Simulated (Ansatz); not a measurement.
# GaN

```xyz
4
Lattice="3.1800 0.0000 0.0000 -1.5900 2.7540 0.0000 0.0000 0.0000 5.1660" Properties=species:S:1:pos:R:3 pbc="T T T"
Ga    0.0000    1.8360    0.0000
Ga    1.5900    0.9180    2.5830
N     0.0000    1.8360    1.9373
N     1.5900    0.9180    4.5203
```

Atoms are numbered in the order listed.

The cell comes from COD entry 1010168, which wasn't checked; take it as a given geometry. It differs from other determinations.

All numbers are computed: DFT, PBE, all-electron LAPW, scalar-relativistic (Ansatz 0.2.0); DFT, PBE, PAW with Ansatz's default frozen-core files, scalar-relativistic (Ansatz 0.2.0).

For LAPW: a Γ-centred 9×9×5 k mesh, Fermi–Dirac smearing of 0.02 eV, basis error target 1 meV/atom, no spin polarisation. PAW takes a cutoff of 420 eV at this cell. The Ansatz runs share mesh, smearing and spin set-up. Values come from LAPW unless marked.

```json
{
  "Pressure at this cell": "72.0 kbar",
  "Band gap": "1.98 eV, direct at Γ",
  "Stress xx, yy, zz (compression positive)": "6.48, 6.48, 8.63 GPa",
  "Largest force": "0.136 eV/Å on Ga1",
  "Löwdin charges (with 0.06 e of the cell spilling out of the atomic basis, so their sizes and signs hang on that basis)": "Ga1 0.81, N3 -0.78 e",
  "Bader charges (from the PAW run)": "Ga1 +1.57, N3 -1.57 e",
  "Volume per atom": "76.3 bohr³"
}
```
